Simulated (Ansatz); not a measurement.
ZnS:
```
CELL_PARAMETERS angstrom
      3.56492     0.00000     0.00000
     -1.78246     3.08731     0.00000
      0.00000     0.00000     5.81647
ATOMIC_POSITIONS crystal
  Zn 0.00000 0.00000 0.00000
  Zn 0.00000 0.00000 0.50000
  S  0.33333 0.66667 0.25000
  S  0.66667 0.33333 0.75000
```

Relaxed with PBEsol. DFT-PBEsol in the program Ansatz with PAW potentials gives a gap of 0.27 eV.

Task: What gap does HSE06 give on the same cell (Ansatz, PAW)?

Result: 1.49 eV, 1.22 eV more. The hybrid was solved on a coarser mesh and at special points; the gap given is the minimum over both.

```json
[
 {"k": "Γ", "v1 PBEsol": "-0.11", "c1 PBEsol": "1.65", "v1 HSE06": "?", "c1 HSE06": "?"},
 {"k": "A", "v1 PBEsol": "-0.39", "c1 PBEsol": "3.68", "v1 HSE06": "?", "c1 HSE06": "?"},
 {"k": "K", "v1 PBEsol": "-2.60", "c1 PBEsol": "0.27", "v1 HSE06": "-2.76", "c1 HSE06": "1.49"},
 {"k": "H", "v1 PBEsol": "-0.40", "c1 PBEsol": "3.72", "v1 HSE06": "-0.45", "c1 HSE06": "5.11"},
 {"k": "M", "v1 PBEsol": "-0.10", "c1 PBEsol": "2.58", "v1 HSE06": "?", "c1 HSE06": "?"},
 {"k": "L", "v1 PBEsol": "-1.59", "c1 PBEsol": "2.02", "v1 HSE06": "?", "c1 HSE06": "?"}
]
```

Task: Top valence (v1) and lowest conduction level (c1) in eV from each method's valence maximum (which need not be a listed point): supply the withheld HSE06 values.

Result: 
- A, v1 HSE06: -0.40
- A, c1 HSE06: 4.95
- Γ, v1 HSE06: -0.15
- Γ, c1 HSE06: 2.98
- M, v1 HSE06: -0.14
- M, c1 HSE06: 3.71
- L, v1 HSE06: -1.68
- L, c1 HSE06: 3.22

Cost on shared cores: the PBEsol run (SCF on a 9×9×5 mesh, then bands and DOS) very roughly 19 core-seconds, the HSE06 run (SCF on 7×7×4, then a few points) about 3 core-minutes (a rough figure); the tasks are unlike.

Space group P6_3/mmc (NiAs type). The start of the workflow was typed in or built on a structure type; neither database checked (COD, Materials Project) lists it. It is not the phase usual at ambient conditions (space group No. 186, 216). Symmetry was held in the PBEsol relaxation; phonons show weakly imaginary modes.

Potentials: the earlier of the program's two PAW sets. The files were generated under PBE; for other functionals the program regenerates the frozen cores, and for LDA and PBEsol the local potential too.
